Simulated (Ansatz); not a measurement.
# Two states of Gd

```
CELL_PARAMETERS angstrom
3.60713 0.00000 0.00000
-1.80357 3.12387 0.00000
0.00000 0.00000 5.76107
ATOMIC_POSITIONS crystal
Gd 0.33333 0.66667 0.25000
Gd 0.66667 0.33333 0.75000
```

Level: PBE, with U_eff = 6.89 eV on Gd f (all-electron-ortho-atomic projectors); 420 eV; 8×8×4 Γ-centred mesh; tetrahedron occupations; Ansatz 0.2.0, fixed geometry.

State A: Gd1 up, Gd2 down (collinear spin). State B: Gd1 up, Gd2 up (collinear spin).

**Question.** Compare the two self-consistent states.

**Answer.** State B is lower by 37.0 meV an atom at zero smearing.

| state | free energy (meV/atom) | largest moment in a small sphere (μB) | net moment (μB/cell) | gap on mesh (eV) | pressure (GPa) | largest force (eV/Å) |
| --- | --- | --- | --- | --- | --- | --- |
| A | 37.0 | 7.40 | 0.00 | metal | 1.1 | 0.00 |
| B | 0.0 | 7.49 | 15.61 | metal | 1.6 | 0.00 |

Origin: a database entry at a rescaled volume. Caveats: empty levels are not fully converged; forces and stress under tetrahedra may miss the slope of the energy.
